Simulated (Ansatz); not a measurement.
Relaxed AlNi (CsCl type):

```
AlNi
1.0
    2.86315     0.00000     0.00000
    0.00000     2.86315     0.00000
    0.00000     0.00000     2.86315
Al Ni
1 1
Direct
  0.00000   0.00000   0.00000
  0.50000   0.50000   0.50000
```

Two-dimensional scan of atom 1 (Al, nearest neighbour Ni at 2.480 Å; its periodic images, 2.9 Å or more away, move with it): u runs along (1.000, 0.000, 0.000), v along (0.000, 0.000, 1.000) (Cartesian). Cell and other atoms are fixed.

Method: r2SCAN (plane waves to 500 eV, PAW, scalar-relativistic; Ansatz, a quantum-chemistry and plane-wave program). k mesh 13×13×13 (Γ-centred), Fermi-Dirac smearing 0.05 eV. Energies are smeared free energies. Points where atoms come too close for the PAW data are left out (x in tables, blank in figures). With partly filled bands, energies and forces of such displacements shift with the k mesh and the smearing. AlNi is run without spin polarisation. AlNi was relaxed with its symmetry unable to fall. The last digit holds for this mesh only.

Changes of ΔE (meV/cell) from the point u = 0.000 Å, v = 0.000 Å when one coordinate moves alone (two changes are said to add if the coupling is within 5 % of the smaller one, nearly so within 20 %):

```csv
point,change
"u = 0.000 Å, v = -0.620 Å",1211.7
"u = 0.000 Å, v = -0.310 Å",310.4
"u = -0.620 Å, v = 0.000 Å",1211.7
"u = -0.310 Å, v = 0.000 Å",310.4
"u = 0.310 Å, v = 0.000 Å",310.4
"u = 0.620 Å, v = 0.000 Å",1211.7
"u = 0.000 Å, v = 0.310 Å",310.4
"u = 0.000 Å, v = 0.620 Å",1211.7
```

Task: Do the two effects add at u = -0.310 Å, v = 0.310 Å? Give the computed change.

Result: The sum of the single changes is 310.4 + (310.4) = 620.8; the calculation gives 712.6, so the coupling contributes 91.8 (over 20 % of the smaller single change, not additive).

Task: Do the two effects add at u = 0.310 Å, v = -0.620 Å? Give the computed change.

Result: The sum of the single changes is 310.4 + (1211.7) = 1522.1; the calculation gives 1871.7, so the coupling contributes 349.6 (over 20 % of the smaller single change, not additive).

(For displaced atoms, the force is minus the slope of the energy, and its curvature is a force constant, which sets phonon frequencies.)
